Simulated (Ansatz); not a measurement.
Relaxed WSi₂ (MoSi2 type, space group I4/mmm):

```
CELL_PARAMETERS angstrom
     -1.60615     1.60615     3.90288
      1.60615    -1.60615     3.90288
      1.60615     1.60615    -3.90288
ATOMIC_POSITIONS crystal
  W  0.00000 0.00000 0.00000
  Si 0.33486 0.33486 0.00000
  Si 0.66514 0.66514 0.00000
```

Scan: atom 1 (W, nearest neighbour Si at 2.612 Å; its periodic images, 3.2 Å or more away, move with it) is displaced along Cartesian [110], direction (0.707, 0.707, 0.000) in Cartesian axes, by s. The other atoms stay.

The numbers are results of r2SCAN (plane waves to 500 eV, PAW, scalar-relativistic; Ansatz, a program for electronic structure), not measurements. k mesh 16×16×16 (Γ-centred), Fermi-Dirac smearing 0.05 eV. Energies are smeared free energies. Left out: 2 of 11 points, with atoms too close for the PAW data. With partly filled bands, energies and forces of such displacements shift with the k mesh and the smearing. Spin-orbit coupling is left out, though W is heavy. The PAW data are Ansatz's earlier set. WSi2 is run without spin polarisation. WSi2 was relaxed with its symmetry unable to fall. ΔE is measured from the undisplaced structure. The last digit holds for this mesh only.

```
s (Å)   ΔE (meV/cell)
------  -------------
-0.624         3228.3
-0.468         1567.8
-0.312          612.4
-0.156       withheld
0.000             0.0
0.156        withheld
0.312           612.4
0.468          1567.8
0.624          3228.3
```

Task: Fit an even polynomial form (powers 2, 4, 6) to the given rows and predict ΔE at s = 0.156.

Result: Least squares on the 7 given rows: ΔE = (5563)·s² + (7641)·s⁴ + (-1628)·s⁶, in meV/cell with s in Å; root-mean-square residual 0.10 meV/cell. At 0.156 the fit gives 139.9 meV/cell; the calculation gives 139.8 meV/cell, so the interpolation is off by 0.1 (+0.1 %). The quadratic term alone would give 135.4 meV/cell.

(A displaced cell: forces are minus the slopes of the energy, force constants its curvatures, and phonons follow from these.)
